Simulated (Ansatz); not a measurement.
## LuPO$_{4}$: the gap from level to level

A database entry relaxed whole under r2SCAN at zero pressure (I4_1/amd, No. 141):

```
CELL_PARAMETERS angstrom
-3.39835 3.39835 2.97708
3.39835 -3.39835 2.97708
3.39835 3.39835 -2.97708
ATOMIC_POSITIONS crystal
Lu 0.75000 0.25000 0.50000
Lu 0.00000 0.00000 0.00000
P 0.50000 0.50000 0.00000
P 0.25000 0.75000 0.50000
O 0.51461 0.33799 0.17662
O 0.08799 0.41137 0.32338
O 0.16137 0.33799 0.82338
O 0.08799 0.76461 0.67662
O 0.23539 0.91201 0.32338
O 0.66201 0.48539 0.82338
O 0.58863 0.91201 0.67662
O 0.66201 0.83863 0.17662
```

Its volume is 11.46 Å³ an atom, +0.2 % against the entry's 11.44, a measured cell (2009, 298 K).

Single points on this cell with plane-wave PAW DFT (Ansatz 0.2.0; r2SCAN 500 eV, hybrids 420 eV; fermi-dirac occupations of width 0.020 eV; no moments): r2SCAN on a 6×6×6 Γ-centred mesh; r2SCAN with spin-orbit coupling on a 4×4×4 Γ-centred mesh; HSE06 on a 4×4×4 Γ-centred mesh; PBE0 on a 4×4×4 Γ-centred mesh.

**Question.** How do gap, pressure and charges move from level to level?

**Answer.** The runs give:

| level | gap (eV), or kind | pressure (GPa) | Bader charge of Lu (e) | Bader charge of P (e) | Bader charge of O (e) |
| --- | --- | --- | --- | --- | --- |
| r2SCAN | 6.86 | 0.0 | +2.32 | +3.89 | -1.55 |
| r2SCAN with spin-orbit coupling | 6.86 | -0.1 | +2.32 | +3.89 | -1.55 |
| HSE06 | 8.03 | 0.4 | +2.34 | +3.88 | -1.55 |
| PBE0 | 8.78 | 0.3 | +2.34 | +3.88 | -1.55 |

Under r2SCAN the gap is 6.86 eV, over mesh and band path. HSE06 moves it by +1.17 eV and PBE0 by +1.92 eV; PBE0 keeps its exact exchange at long range, which widens the gap over HSE06's by 0.75 eV on their common mesh. Spin-orbit coupling moves the r2SCAN gap by +0.00 eV.

Caveats: the relaxation kept the start's symmetry; HSE06 is read on its mesh and at the zone's corners, PBE0 on its mesh alone; hybrid pressures are good to a few tenths of a GPa; pressure is positive in compression.
